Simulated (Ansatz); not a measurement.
ZnCu (CsCl type, Pm-3m) under volume change, LDA (plane waves, PAW; program Ansatz), scaled uniformly.

| V (Å³/atom) | E − E(relaxed) (meV/atom) | P (GPa) |
|---|---|---|
| 10.747 | 55.8 | 18.45 |
| 11.102 | [?] | [?] |
| 11.456 | 5.5 | 5.09 |
| 11.810 | 0.0 | 0.00 |
| 12.164 | [?] | [?] |
| 12.519 | 18.3 | -7.81 |
| 12.873 | 38.9 | -10.77 |

### Question
Fill in the missing entries.

### Answer

- 12.164, E − E(relaxed) (meV/atom): 4.8
- 12.164, P (GPa): -4.25
- 11.102, E − E(relaxed) (meV/atom): 23.2
- 11.102, P (GPa): 11.18

### Question
What does a third-order Birch–Murnaghan fit give for V₀, B₀ and B′?

### Answer
V₀ = 11.81 Å³/atom, B₀ = 155 GPa, B′ = 5.0.

The cell was relaxed with LDA under the symmetry of its start. The run is not spin-polarised.

Potentials: the earlier of the program's two PAW sets. The files were generated under PBE; for other functionals the program regenerates the frozen cores, and for LDA and PBEsol the local potential too.
